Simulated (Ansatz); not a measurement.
P:
```cif
data_P
_chemical_formula_sum 'P1'
_space_group_name_H-M_alt 'Pm-3m'
_space_group_IT_number 221
_space_group_name_Hall '-P 4 2 3'
_cell_length_a 2.43328
_cell_length_b 2.43328
_cell_length_c 2.43328
_cell_angle_alpha 90.000
_cell_angle_beta 90.000
_cell_angle_gamma 90.000
loop_
_atom_site_label
_atom_site_type_symbol
_atom_site_symmetry_multiplicity
_atom_site_Wyckoff_symbol
_atom_site_fract_x
_atom_site_fract_y
_atom_site_fract_z
_atom_site_occupancy
P1 P 1 a 0.00000 0.00000 0.00000 1
```

Relaxed with r²SCAN.

**Question.** Which orbitals make up the states near the Fermi level in DFT-r²SCAN in the program Ansatz with PAW potentials?

**Answer.** Within 0.5 eV of the Fermi level: P 3p 79 %, P 3s 14 %, outside the projected shells 7 %. Projections are on Löwdin-orthogonalised atomic valence shells; empty p or d shells of many metals are not among them.

**Question.** Tabulate the density of states.

**Answer.** States/eV per cell of 1 atom, in 0.25 eV bins, energy from the Fermi level.

| E (eV) | total | P 3p | P 3s |
|---|---|---|---|
| -7.85 | 0.27 | 0.20 | 0.07 |
| -7.60 | 0.28 | 0.22 | 0.06 |
| -7.35 | 0.29 | 0.23 | 0.06 |
| -7.10 | 0.30 | 0.24 | 0.05 |
| -6.85 | 0.31 | 0.26 | 0.05 |
| -6.60 | 0.33 | 0.28 | 0.05 |
| -6.35 | 0.35 | 0.30 | 0.05 |
| -6.10 | 0.38 | 0.33 | 0.04 |
| -5.85 | 0.43 | 0.38 | 0.04 |
| -5.60 | 0.49 | 0.44 | 0.04 |
| -5.35 | 0.47 | 0.42 | 0.04 |
| -5.10 | 0.45 | 0.40 | 0.04 |
| -4.85 | 0.45 | 0.40 | 0.04 |
| -4.60 | 0.44 | 0.39 | 0.04 |
| -4.35 | 0.43 | 0.38 | 0.04 |
| -4.10 | 0.44 | 0.38 | 0.05 |
| -3.85 | 0.42 | 0.37 | 0.05 |
| -3.60 | 0.41 | 0.36 | 0.05 |
| -3.35 | 0.42 | 0.36 | 0.05 |
| -3.10 | 0.41 | 0.35 | 0.05 |
| -2.85 | 0.40 | 0.34 | 0.05 |
| -2.60 | 0.41 | 0.34 | 0.06 |
| -2.35 | 0.45 | 0.37 | 0.06 |
| -2.10 | 0.42 | 0.35 | 0.06 |
| -1.85 | 0.40 | 0.33 | 0.06 |
| -1.60 | 0.38 | 0.31 | 0.05 |
| -1.35 | 0.36 | 0.30 | 0.05 |
| -1.10 | 0.34 | 0.28 | 0.05 |
| -0.85 | 0.34 | 0.27 | 0.05 |
| -0.60 | 0.32 | 0.25 | 0.04 |
| -0.35 | 0.30 | 0.24 | 0.04 |
| -0.10 | 0.30 | 0.24 | 0.04 |
| 0.15 | 0.30 | 0.23 | 0.04 |
| 0.40 | 0.28 | 0.21 | 0.04 |
| 0.65 | 0.28 | 0.21 | 0.04 |
| 0.90 | 0.27 | 0.21 | 0.04 |
| 1.15 | 0.30 | 0.21 | 0.05 |
| 1.40 | 0.33 | 0.21 | 0.06 |
| 1.65 | 0.35 | 0.21 | 0.06 |
| 1.90 | 0.37 | 0.21 | 0.06 |
| 2.15 | 0.39 | 0.22 | 0.07 |
| 2.40 | 0.40 | 0.22 | 0.07 |
| 2.65 | 0.42 | 0.22 | 0.07 |
| 2.90 | 0.44 | 0.22 | 0.07 |
| 3.15 | 0.45 | 0.22 | 0.06 |
| 3.40 | 0.45 | 0.22 | 0.06 |
| 3.65 | 0.45 | 0.23 | 0.06 |
| 3.90 | 0.48 | 0.23 | 0.06 |
| 4.15 | 0.48 | 0.23 | 0.05 |
| 4.40 | 0.50 | 0.24 | 0.05 |
| 4.65 | 0.53 | 0.26 | 0.05 |

This is a known high-pressure phase of the composition, computed here at zero pressure and temperature. The cell was relaxed with r²SCAN under the symmetry of its start; phonons on a q-mesh show no instability.

Potentials: the later of the program's two PAW sets.
